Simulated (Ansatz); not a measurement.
# InAgBrF, a known structure type with other elements, at an estimated volume

```
CELL_PARAMETERS angstrom
3.91105 0.00000 0.00000
0.00000 3.91105 0.00000
0.00000 0.00000 10.87549
ATOMIC_POSITIONS crystal
In 0.25000 0.25000 0.89120
In 0.75000 0.75000 0.10880
Ag 0.25000 0.25000 0.34470
Ag 0.75000 0.75000 0.65530
Br 0.25000 0.25000 0.59600
Br 0.75000 0.75000 0.40400
F 0.75000 0.25000 0.00000
F 0.25000 0.75000 0.00000
```

The numbers come from plane-wave PAW DFT (Ansatz): r2SCAN, no spin polarisation, 500 eV, 7×7×3 Γ-centred k points, fermi-dirac occupations (width 0.0255 eV). Nothing was relaxed.

Forces: The largest is on In1 (and as large on other atoms): 1.95 eV/Å, components (0.00, 0.00, -1.95). It makes 121° with the line to a nearest neighbour, F7 at 2.29 Å.
Band edges: Within 0.7 eV of the edges, the states project mainly on In s (40 %) and Br p (29 %) below the gap and on In p (40 %), Ag s (24 %) and Br p (12 %) above it.
Stress: The pressure is 9.0 GPa (compression positive), so with the atoms held at these fractions the cell would first expand; the forces are large, so a full relaxation may end otherwise. The principal stresses 6.7, 6.7, 13.5 GPa differ, so its shape would change too.
Charges: Bader charges in e: In +0.91, Ag +0.46, Br -0.52, F -0.85. In the mean In gives up most and F takes most.
Electronic structure: The gap is 1.12 eV, indirect (the least direct gap found is 1.47 eV).

Origin: a known structure type with other elements, at an estimated volume, so it need not be a known compound. Caveats: atoms or cell far from equilibrium.
